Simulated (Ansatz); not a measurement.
Task: Ε∞ from LDA minus that from r²SCAN (% of the latter), each on its own relaxed cell (Ansatz, a first-principles code, plane waves, PAW; no spin–orbit coupling, no Hubbard U), over 17 phases of the class «halides»: what sign and size do you expect?

Result: Mean 11 %, median 11 %, mean absolute 11 %; eight in ten lie between 6 and 15 %, and 100 % are above zero.

Some cases that may be named, with their rank among the 17 from the lowest: LiF, wurtzite 6 % (rank 1); NaF, rock salt 6 % (rank 2); CdF2, fluorite 11 % (rank 9); KCl, rock salt 12 % (rank 10); NaI, rock salt 15 % (rank 16); AgCl, rock salt 30 % (rank 17).

The phases are those computed here (of each formula those with measured values and the lowest at some level), not a balanced benchmark, and neither functional is the truth. Pairs that end in unlike spin orders or unlike minima (c/a over 6 % apart, 30 % for weakly bound crystals), magnets with 4f shells, solids of gases and phases set aside for tests are left out.

Not the usual ambient phase: LiF, wurtzite. All cells were relaxed under the symmetry of their starts (and spin orders); stability against distortions was not tested throughout. Named crystals with no word on spin ran without spin polarisation. Scalar-relativistic: spin–orbit coupling is off unless named, which matters more the heavier the elements.

Potentials: the later of the program's two PAW sets.

Ansatz is a plane-wave DFT program.
